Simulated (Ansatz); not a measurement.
# Ta$_{4}$C$_{3}$: generalised stacking fault

These are results of DFT PBEsol, scalar-relativistic, plane waves, PAW in Ansatz 0.2.0, not measurements. The runs took a 420 eV cutoff, a Γ-centred 14×14×4 mesh and Gaussian smearing (0.15 eV). Spin–orbit coupling is left out, which can shift energies with elements as heavy as these. No spin polarisation. Energies are free energies at this smearing, counted from the undisturbed cell; pressure is positive in compression.

The undisturbed cell (relaxed at this level; it needn't be the usual structure):

```
CELL_PARAMETERS angstrom
-3.10327 0.00000 0.00000
-1.55164 -2.68751 0.00000
1.55164 0.89584 10.16451
ATOMIC_POSITIONS crystal
Ta 0.37337 0.37337 0.18937
Ta 0.62446 0.62446 0.94263
Ta 0.20962 0.20962 0.69810
Ta 0.79440 0.79440 0.45244
C 0.50259 0.50259 0.57703
C 0.99602 0.99602 0.05730
C 0.08454 0.08454 0.32287
```

The cut lies on the cell's a–b face, a (0 0 -1) plane (indices in the standard cell, whose axes needn't be the Cartesian ones shown) of area 8.34 Å², between layers 1.17 Å apart. Vector c is tilted by f times 1·a + 1·b (length 5.375 Å) with the atoms' Cartesian places fixed: one unrelaxed fault a cell. The cell is metallic on the mesh throughout.

```csv
f,γ (mJ/m²),"shear traction, the slope of γ along the slip (GPa)"
0.0000,0,0.0
0.0833,1415,53.8
0.1667,?,?
0.2500,4145,-12.1
0.3333,3745,0.0
0.4167,5555,106.8
0.5000,15769,367.3
0.5833,?,?
0.7500,36372,-503.6
0.8333,?,?
0.9167,2570,-137.1
```

(1) Give the withheld values.

## Answers

(1) γ (mJ/m²) at f = 0.1667: 3736; shear traction, the slope of γ along the slip (GPa) at f = 0.1667: 37.1; γ (mJ/m²) at f = 0.5833: 36566; shear traction, the slope of γ along the slip (GPa) at f = 0.5833: 491.3; γ (mJ/m²) at f = 0.8333: 14511; shear traction, the slope of γ along the slip (GPa) at f = 0.8333: -406.6.

Cost: 11 runs of about 6 core-minutes in all, on Intel Xeon Platinum 8581C (Emerald Rapids) (shared hosts).